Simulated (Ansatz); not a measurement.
BaC8:
```cif
data_C8Ba
_chemical_formula_sum 'C8 Ba1'
_space_group_name_H-M_alt 'P6/mmm'
_space_group_IT_number 191
_space_group_name_Hall '-P 6 2'
_cell_length_a 4.97924
_cell_length_b 4.97924
_cell_length_c 5.22271
_cell_angle_alpha 90.000
_cell_angle_beta 90.000
_cell_angle_gamma 120.000
loop_
_atom_site_label
_atom_site_type_symbol
_atom_site_symmetry_multiplicity
_atom_site_Wyckoff_symbol
_atom_site_fract_x
_atom_site_fract_y
_atom_site_fract_z
_atom_site_occupancy
C1 C 6 l 0.16693 0.33386 0.00000 1
C2 C 2 c 0.33333 0.66667 0.00000 1
Ba1 Ba 1 b 0.00000 0.00000 0.50000 1
```

Relaxed with PBE+D3(BJ).

Q: Decompose the optical modes at the zone centre into irreducible representations, and say which are infrared and Raman allowed.

A: Point group 6/mmm: Γ_opt = A1g + A2g + 2A2u + 2B1g + B1u + B2u + E1g + 3E1u + 3E2g + E2u. Infrared: A2u, E1u. Raman: A1g, E1g, E2g.

Q: Assign frequencies (DFPT, the program Ansatz at the PBE+D3(BJ) level (PAW)).

A: E1u 85, A2u 149, B1g 370, E1g 467, A2u 498, E2u 525, A2g 604, E2g 605, B1g 723, E2g 1228, A1g 1245, E1u 1291, B2u 1302, B1u 1316, E1u 1317, E2g 1420 cm⁻¹.

Subscripts of B labels follow the axes of the standard setting.

The cell is a constructed one: a structure type filled with these elements; neither database checked (COD, Materials Project) lists it. Its standing as an ambient phase is unchecked. The cell was relaxed with PBE+D3(BJ) under the symmetry of its start; of distortions, only those at the zone centre were tested. As this level gives no gap, phonon frequencies hold no LO–TO term and depend on the k-mesh and smearing (Fermi–Dirac, 0.1 eV here). Scalar-relativistic: spin–orbit coupling is off unless named, which matters more the heavier the elements.

Potentials: the later of the program's two PAW sets.
